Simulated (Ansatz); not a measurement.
# Computed properties of Mo$_{2}$N

Mo₂N:
```
CELL_PARAMETERS angstrom
      2.97389     0.00000     0.00000
      0.00000     2.97389     0.00000
      0.00000     0.00000     4.17394
ATOMIC_POSITIONS crystal
  Mo 0.00000 0.00000 0.00000
  Mo 0.50000 0.50000 0.50000
  N  0.50000 0.50000 0.00000
```

Space group P4/mmm (No. 123); conventional cell a = 2.974 Å, b = 2.974 Å, c = 4.174 Å, α = 90.00°, β = 90.00°, γ = 90.00°.

Method: plane-wave PAW PBE (Ansatz code). Geometry: relaxed at this level of theory. Other levels are named where they apply.

### Cell and energy

```yaml
volume_per_atom: 12.30 Å³
density: 9.26 g/cm³
Formation energy from the elements (no fitted shifts): -20 kJ/mol of atoms
```

### Electronic structure

```yaml
electronic_character: metallic (no gap)
Density of states at the Fermi level: 0.69 states/eV per atom (mean over ±0.08 eV)
```

### Mechanics

```yaml
Bulk modulus (Birch–Murnaghan fit): 3030 kbar
Pressure derivative B′: 4.5
```

The cell is a constructed one: a structure type filled with these elements; neither database checked (COD, Materials Project) lists it. COD files the formula under space group No. 141, so this cell is another polymorph or a model. Its standing as an ambient phase is unchecked. The PBE relaxation kept the symmetry of its start; its stability against distortions is not shown here. No spin polarisation was allowed. With an odd number of electrons in the cell and no spin polarisation, the count alone makes it a metal. The references are the lowest solids computed at this level, not always the standard phases (solids in place of the gases). Spin–orbit coupling is left out wherever it is not named.

Potentials: the later of the program's two PAW sets.
